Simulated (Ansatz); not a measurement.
Put Al3Cl in P6/mmm (No. 191): Al on 3f; Cl on 1b.

Theory: Ansatz, DFT PBE, scalar-relativistic, plane waves, PAW. Cutoff 420 eV, Γ-centred mesh, Gaussian smearing, no spin polarisation.

Energies over the elements count from the elements' standard structures at the same level (Cl₂ as a molecule), with no fitted energy shifts.

Task: Give the relaxed lattice parameters and positions.

Result:

Space group P6/mmm (No. 191). a = 5.710 Å, b = 5.710 Å, c = 2.963 Å, α = 90.00°, β = 90.00°, γ = 120.00°
| atom | site | symmetry | x | y | z |
| --- | --- | --- | --- | --- | --- |
| Al | 3f | mmm | 0.5000 | 0.0000 | 0.0000 |
| Cl | 1b | 6/mmm | 0.0000 | 0.0000 | 0.5000 |

Around Al lie 6 Al at 2.86–2.96 Å and 4 Cl at 3.22 Å; Cl is surrounded by 2 Cl at 2.96 Å and 12 Al at 3.22 Å (long contacts). Another local minimum with the same sites may exist.

Task: Where does its energy lie, and is it a metal?

Result: The formation energy is +0.22 eV/atom and the gap on the 12×12×16 mesh of the 4-atom cell is 0 eV (a metal). It can't be a ground state, since the elements alone are lower.

The last run used Gaussian smearing of 0.10 eV. Symmetry constrained the relaxation, so the result can be a saddle point. Another cell of Al3Cl relaxed alike, in P-6m2, lies 280 meV/atom lower, so this cell isn't the stable form at this level.
